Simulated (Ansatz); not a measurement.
BeAu: do energies and stresses tell the same story?

Level of theory: DFT PBEsol, scalar-relativistic, plane waves, PAW (Ansatz 0.2.0).

Settings: cutoff 420 eV, Γ-centred mesh 8×8×8 on the computed 8-atom cell, Gaussian smearing of 0.10 eV; no spin polarisation.

Relaxed cell: P2_13, a = 4.659 Å, b = 4.659 Å, c = 4.659 Å, α = 90.00°, β = 90.00°, γ = 90.00°, 8 atoms in the primitive cell. Whether it is the stable form of this composition wasn't checked.

Energies at zero smearing and pressures from the stress tensor, at volumes with shape and atoms relaxed:
```
V (Å³/atom) E − E(first) (meV/atom) P (GPa)
     11.881                     0.00    11.87
     12.260                   -20.19     5.43
     12.640                   -26.37    -0.01
     13.019                   -20.71    -4.60
     13.398                    -5.23    -8.40
```

Q: Check P = −dE/dV between neighbouring volumes, and get the bulk modulus from the pressures alone.

A: With 1 eV/Å³ = 160.2 GPa:
| middle V (Å³/atom) | −ΔE/ΔV (GPa) | mean P (GPa) |
| --- | --- | --- |
| 12.071 | 8.530 | 8.650 |
| 12.450 | 2.612 | 2.712 |
| 12.829 | -2.392 | -2.303 |
| 13.208 | -6.541 | -6.496 |

The two differ by 0.12 GPa at most. The mean of two end pressures misses the average over a step by about ΔV² P″/12, up to 0.09 GPa here; with that taken off 0.03 GPa remains, from the smearing term (the stress is the derivative of the free energy), the finite cutoff, the mesh or the relaxation's tolerance. Around V = 12.640 Å³/atom, the two neighbours give B = −V ΔP/ΔV = 12.640 × 10.03 / 0.758 = 167.2 GPa, against B0 = 165.6 GPa from the Birch–Murnaghan fit of the energies.

Spin–orbit coupling is left out, which can shift energies with elements as heavy as these.